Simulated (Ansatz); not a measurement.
Cu Kα1 powder pattern (kinematic, no thermal factors).
2θ (°) (relative intensity): 12.52 (100), 27.04 (9), 27.37 (1), 29.90 (92), 37.29 (73), 38.19 (1), 47.41 (35), 47.77 (32), 49.58 (20), 51.72 (7), 55.75 (1), 57.38 (15), 59.32 (6), 62.11 (17), 62.73 (2), 66.08 (3), 69.58 (11), 72.77 (3), 73.04 (15), 76.41 (1), 77.81 (12), 79.49 (2), 81.96 (15), 85.55 (9), 88.02 (6), 88.80 (12), 89.06 (6)

The pattern is computed from a structure relaxed with DFT PBE, scalar-relativistic, plane waves, PAW (Ansatz 0.2.0). No spin polarisation. Its elements are Hf, Se, Sn.

Give the structure.

Hf$_{2}$SnSe$_{6}$.
Space group P-3m1 (No. 164). a = 3.805 Å, b = 3.805 Å, c = 21.193 Å, α = 90.00°, β = 90.00°, γ = 120.00°
| atom | site | symmetry | x | y | z |
| --- | --- | --- | --- | --- | --- |
| Hf | 2c | 3m. | 0.0000 | 0.0000 | 0.3343 |
| Sn | 1a | -3m. | 0.0000 | 0.0000 | 0.0000 |
| Se | 2d | 3m. | 0.6667 | 0.3333 | 0.2606 |
| Se | 2d | 3m. | 0.6667 | 0.3333 | 0.5920 |
| Se | 2d | 3m. | 0.6667 | 0.3333 | 0.9238 |

A pattern alone doesn't exclude other cells with like lines; this is the one computed.

The cell was found from a structure generator's guess, not taken from experiment. No dispersion correction is applied, so the spacing between layers, chains or molecules is poorly fixed.
